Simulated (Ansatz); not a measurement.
Na2S:
```cif
data_Na8S4
_chemical_formula_sum 'Na8 S4'
_space_group_name_H-M_alt 'Fm-3m'
_space_group_IT_number 225
_space_group_name_Hall '-F 4 2 3'
_cell_length_a 6.56801
_cell_length_b 6.56801
_cell_length_c 6.56801
_cell_angle_alpha 90.000
_cell_angle_beta 90.000
_cell_angle_gamma 90.000
loop_
_atom_site_label
_atom_site_type_symbol
_atom_site_symmetry_multiplicity
_atom_site_Wyckoff_symbol
_atom_site_fract_x
_atom_site_fract_y
_atom_site_fract_z
_atom_site_occupancy
Na1 Na 8 c 0.25000 0.25000 0.25000 1
S1 S 4 a 0.00000 0.00000 0.00000 1
```
(The calculation used a cell of 3 atoms; values per cell refer to that cell.)

Relaxed with PBE. PBE in the plane-wave PAW code Ansatz gives a gap of 2.45 eV.

**Question.** What gap does HSE06 give on the same cell (Ansatz, PAW)?

**Answer.** 3.43 eV, 0.98 eV more. The hybrid was solved on a coarser mesh and at special points; its gap is the smallest among all of these.

| k | v1 PBE | c1 PBE | v1 HSE06 | c1 HSE06 |
|---|---|---|---|---|
| Γ | 0.00 | 2.45 | 0.00 | 3.43 |
| X | -0.45 | 3.84 | ___ | ___ |
| L | -0.13 | 4.74 | ___ | ___ |
| W | -0.57 | 4.80 | ___ | ___ |
| K | -0.35 | 4.53 | ___ | ___ |

**Question.** Top valence (v1) and lowest conduction level (c1) in eV from each method's valence maximum (which need not be a listed point): supply the withheld HSE06 values.

**Answer.** 
- K, v1 HSE06: -0.38
- K, c1 HSE06: 5.49
- X, v1 HSE06: -0.50
- X, c1 HSE06: 4.76
- W, v1 HSE06: -0.61
- W, c1 HSE06: 5.76
- L, v1 HSE06: -0.15
- L, c1 HSE06: 5.84

Cost on shared cores: the PBE run (SCF on a 7×7×7 mesh, then bands and DOS) roughly 12 core-seconds, the HSE06 run (SCF on 6×6×6, then a few points) very roughly 2.5 core-minutes; the tasks are unlike.

Symmetry was held in the PBE relaxation.

Potentials: the later of the program's two PAW sets.
